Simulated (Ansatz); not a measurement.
LiNbO₃ (LiNbO3 type, space group R3c)

```
LiNbO3
1.0
    2.56726     1.48221     4.60839
   -2.56726     1.48221     4.60839
    0.00000    -2.96442     4.60839
Li Nb O
2 2 6
Direct
  0.70259   0.70259   0.70259
  0.20259   0.20259   0.20259
  0.98497   0.98497   0.98497
  0.48497   0.48497   0.48497
  0.62340   0.87401   0.26474
  0.87401   0.26474   0.62340
  0.26474   0.62340   0.87401
  0.76474   0.37401   0.12340
  0.37401   0.12340   0.76474
  0.12340   0.76474   0.37401
```

The slice is a (0001) plane (indices of the conventional cell) through the point (0.765, 0.374, 0.123) (fractional), spanned by u = [1 0 -1] and v = [-1 2 -1] in vectors of this cell: u (5.13 Å) and v (8.89 Å, at 90° to u). It covers one period; positions are fractions (u, v).

All values below come from PBEsol (plane waves to 420 eV, PAW, scalar-relativistic; Ansatz, a program for electronic structure). k mesh 8×8×8. Inside the PAW spheres the values are not all-electron values, and peaks at nuclei hang on which shells count as valence. LiNbO3 is run without spin polarisation. LiNbO3 was relaxed with its symmetry unable to fall.

**Question.** Predict the map of the density of the lowest conduction band (whole band as if filled, smooth part) on the slice.

**Answer.** 
```
|11000000000000000011335533110011|
|11000000000000000000112222000000|
|00001111110011110000000000000000|
|00111122110000111111000000000000|
|00001111110000112211000000000000|
|00000011000000000000000000000000|
|00000000000000000000000000000000|
|22001100000000000000000000000011|
|11001100000000000000000000000011|
|00000000000000000000000000000000|
|00001111221100000000000000000000|
|11224455552200000011000000000000|
|22448899662200001122000000000000|
|11336699551100000011000000000000|
|00113355331100111100000000000000|
|00001122220000001100000000000000|
|00000000000000000000111111001111|
|11110000000000000011112211000011|
|22110000000000000000111111000011|
|00000000000000000000001100000000|
|00000000000000000000000000000000|
|00000000000000112200110000000000|
|00000000000000111100110000000000|
|00000000000000000000000000000000|
|00000000000000000000111122110000|
|00110000000000001122445555220000|
|11220000000000002244889966220000|
|00110000000000001133669955110000|
```
Scale: ten equal steps from 0.001 (start of '0') to 0.127 (end of '9'), in the order '0123456789'. Values: density of the lowest conduction band (whole band as if filled, smooth part) in e/Å³. The map has 16 points along u (two characters each, u = 0 at the left) and 28 along v (v = 0 in the bottom row).
